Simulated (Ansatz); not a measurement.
**Pt (Fm-3m): PBEsol against r²SCAN**

```xyz
1
Lattice="0.0000 1.9599 1.9599 1.9599 0.0000 1.9599 1.9599 1.9599 0.0000" Properties=species:S:1:pos:R:3 pbc="T T T"
Pt    0.0000    0.0000    0.0000
```

This cell (15.06 Å³ an atom) was relaxed by PAW under PBEsol, and each functional gets its own cell relaxed so. Quantity: elastic moduli (Hill averages, relaxed ions; θ_D from sound speeds over directions).

Runs: (1) PBEsol, PAW on Ansatz 0.2.0's default frozen-core files (fitted under PBE), scalar-relativistic; k mesh 24×24×24, strains of ±0.005, Fermi-Dirac smearing of 0.100 eV, cutoff 420 eV. (2) r²SCAN, PAW on Ansatz 0.2.0's default frozen-core files (fitted under PBE), scalar-relativistic; k mesh 22×22×22, strains of ±0.005, Fermi-Dirac smearing of 0.100 eV, cutoff 500 eV.

Under PBEsol: B = 286 GPa, G = 72.5 GPa, C11 = 358 GPa, C44 = 88.2 GPa, ν = 0.383, θ_D = 249 K.

Problem. Which way does r²SCAN move the volume, and by how much?

Solution. a = 3.942 Å, 15.31 Å³ an atom: 1.7 % larger.

Problem. What does r²SCAN give for these quantities?

Solution. 

```csv
quantity,PBEsol,r²SCAN,change
B,286 GPa,270 GPa,-6 %
G,72.5 GPa,60.8 GPa,-16 %
C11,358 GPa,331 GPa,-7 %
C44,88.2 GPa,73.3 GPa,-17 %
ν,0.383,0.395,+3 %
θ_D,249 K,229 K,-8 %
```

Keep in mind: frozen-core PAW files fitted under PBE, their cores solved anew for the functional of the run; responses of metals move with mesh and smearing; no spin-orbit coupling on heavy atoms.
